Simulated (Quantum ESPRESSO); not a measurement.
## One change at a time to HfNb4PdW2

All numbers below are calculated, not measured. They come from Quantum ESPRESSO 7.5, a public plane-wave density functional program. Each row is one single-point run on a made-up periodic cell of eight metal atoms, with elements, volume, strain and displacements drawn at random and not relaxed, so a cell may be unstable or far from any real phase. There is no spin polarisation or spin-orbit coupling.

Settings: PBE unless stated; PseudoDojo standard norm-conserving files; Fermi-Dirac width 0.25 eV, which means electrons at about 2900 K; cutoff 1143 eV; 5 x 5 x 4 k mesh shifted half a step off Gamma. E is the free energy of the whole cell (internal energy minus TS), so a -TS column is already part of it. Stress is positive in tension, and the pressure P is minus a third of its trace.

Checks: one run of this series was repeated at a higher cutoff and on a denser mesh, which moved values by no more than 0.003 eV, 0.03 GPa and 0.009 eV/Å, and a second program with other atomic files agreed on it to 2 % rms in force and 0.5 GPa in pressure. Known limits: heavy elements are run without spin-orbit coupling, which real alloys of them have; a spin test at this wide smearing found no moment, but such smearing suppresses magnetism that the real alloy may have.

The lattice is hexagonal close-packed, and the cell vectors in Å are (0.000, 0.000, -4.770); (0.000, 5.246, 0.000); (6.057, 0.000, 0.000), a volume of 151.58 Å³ in run 1. The elements on sites 1 to 8 are Hf Nb Pd Nb Nb Nb W W. Each later run makes one change to run 1 and keeps the rest. E is counted from run 1, and is n/a where other atomic files have another zero of energy.

| run | change | V (Å³) | P (GPa) | -TS (eV) | rms force (eV/Å) | largest change of a force component (eV/Å) | E (eV) |
|---|---|---|---|---|---|---|---|
| 1 | none | 151.58 | -6.30 | -2.222 | 0.670 | 0.000 | 0.000 |
| 2 | sites 3 and 4 exchanged | 151.58 | -6.32 | -2.192 | 0.660 | 1.356 | -0.011 |
| 3 | all lengths scaled by +1.99 % | 160.81 | -13.92 | -2.367 | 0.535 | 0.261 | 0.593 |
| 4 | LDA in place of PBE | 151.58 | -16.50 | -2.235 | 0.581 | 0.177 | n/a |
| 5 | Ru on site 3 | 151.58 | -7.81 | -2.464 | 0.701 | 0.593 | n/a |
| 6 | site 8 moved by +0.24 Å along y | 151.58 | -5.78 | -2.190 | 0.701 | 0.464 | ? |

## Worked estimate

Along the move dE = -F dx. The force on site 8 along y is -0.118 eV/Å in run 1 and -0.177 eV/Å in run 6, and the move is +0.24 Å, so the mean force times the move gives an estimate.

## Withheld value

Question: what E should run 6 give?

The estimate is 0.035 eV. The calculation gave 0.039 eV. The mean of two end points misses the curvature of the force.
